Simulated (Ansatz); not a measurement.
Rh (hcp (Mg type), P6_3/mmc) under volume change, the program Ansatz at the r²SCAN level (PAW), shape and atoms relaxed at each volume.

```json
[
 {"V (Å³/atom)": "12.526", "E − E(relaxed) (meV/atom)": "118.0", "P (GPa)": "33.57"},
 {"V (Å³/atom)": "12.939", "E − E(relaxed) (meV/atom)": "49.1", "P (GPa)": "20.28"},
 {"V (Å³/atom)": "13.352", "E − E(relaxed) (meV/atom)": "11.5", "P (GPa)": "9.21"},
 {"V (Å³/atom)": "13.765", "E − E(relaxed) (meV/atom)": "0.0", "P (GPa)": "0.00"},
 {"V (Å³/atom)": "14.178", "E − E(relaxed) (meV/atom)": "10.2", "P (GPa)": "-7.65"},
 {"V (Å³/atom)": "14.591", "E − E(relaxed) (meV/atom)": "38.3", "P (GPa)": "-13.99"},
 {"V (Å³/atom)": "15.004", "E − E(relaxed) (meV/atom)": "81.3", "P (GPa)": "-19.23"}
]
```

Problem. What does a third-order Birch–Murnaghan fit give for V₀, B₀ and B′?

Solution. V₀ = 13.77 Å³/atom, B₀ = 279 GPa, B′ = 5.2.

The workflow started from a Materials Project entry (that database holds measured and hypothetical structures alike); the Crystallography Open Database copy checked does not list it. It is not the phase usual at ambient conditions (space group No. 225). The r²SCAN relaxation kept the symmetry of its start; its stability against distortions is not shown here. No spin polarisation was allowed.

Potentials: the later of the program's two PAW sets.
